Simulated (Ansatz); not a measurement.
**CoSi$_{4}$Ru$_{3}$: zone-centre modes**

Method: DFT PBE, scalar-relativistic, plane waves, PAW (Ansatz 0.2.0). Cutoff 420 eV, 12×12×4 k-points (Γ-centred), Fermi-Dirac smearing of 0.15 eV. No spin polarisation. Phonons by linear response, acoustic sum rule imposed.

The cell, relaxed at this level:
```yaml
crystal:
  lattice:
    - [2.92251, 0.00000, 0.00000]
    - [0.00000, 2.92251, 0.00000]
    - [0.00000, 0.00000, 11.44303]
  atoms:
    - { symbol: Co, position: [0.00000, 0.00000, 0.00000] }
    - { symbol: Si, position: [0.50000, 0.50000, 0.11374] }
    - { symbol: Si, position: [0.50000, 0.50000, 0.37144] }
    - { symbol: Si, position: [0.50000, 0.50000, 0.62856] }
    - { symbol: Si, position: [0.50000, 0.50000, 0.88626] }
    - { symbol: Ru, position: [0.00000, 0.00000, 0.24249] }
    - { symbol: Ru, position: [0.00000, 0.00000, 0.50000] }
    - { symbol: Ru, position: [0.00000, 0.00000, 0.75751] }
```

The structure comes from a generated guess, relaxed at this level; another structure or a mixture of phases may lie lower. In a metal, frequencies depend on the k mesh and the smearing, soft modes most.

Optical modes at Γ:
```
frequency (THz)  degeneracy
           2.35           2
           2.62           2
           3.45           2
           5.26           1
           6.03           1
           6.68           1
           6.92           2
           7.49           2
           7.73           2
           8.00           1
           8.19           2
          11.05           1
          11.70           1
          13.72           1
```

All 21 optical modes at Γ are real: no displacement of atoms at fixed cell lowers the energy to second order. Strains and modes at other wave vectors aren't tested by this run.
